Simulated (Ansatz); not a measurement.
Here is the system:

CdI$_{2}$:
```cif
data_CdI2
_chemical_formula_sum 'Cd1 I2'
_space_group_name_H-M_alt 'P 1'
_space_group_IT_number 1
_cell_length_a 4.33002
_cell_length_b 4.33002
_cell_length_c 7.79243
_cell_angle_alpha 90.000
_cell_angle_beta 90.000
_cell_angle_gamma 120.000
loop_
_space_group_symop_operation_xyz
  'x, y, z'
loop_
_atom_site_label
_atom_site_type_symbol
_atom_site_fract_x
_atom_site_fract_y
_atom_site_fract_z
_atom_site_occupancy
Cd1 Cd 0.00000 0.00000 0.00000 1
I1 I 0.33333 0.66667 0.22055 1
I2 I 0.66667 0.33333 0.77945 1
```

This is the PBE-relaxed structure.

All from DFT-PBE in the program Ansatz with PAW potentials, unless another level is named. Give the smallest direct gap on the standard path.

2.54 eV.

What about the band gap?

2.43 eV (indirect).

And the hole effective mass?

0.33, 2.6, 11 mₑ (principal values).

What about the formation energy from the elements (no fitted shifts)?

-0.59 eV/atom.

What about the electron effective mass?

0.34, 0.66, 6.6 mₑ (principal values).

Predict the weight of the conduction-edge state by species (Voronoi cells).

I 54 %, Cd 46 %.

Space group P-3m1 (CdI2 type). Symmetry was held in the PBE relaxation. The volume lies over 15 % above that of the usual cell of this phase: another minimum, or an error of the functional. A crystal of weakly bound layers computed without a dispersion correction: the cell and the soft elastic constants depend strongly on that. The references are the lowest solids computed at this level, not always the standard phases. Spin–orbit coupling is left out wherever it is not named.

Potentials: the later of the program's two PAW sets.
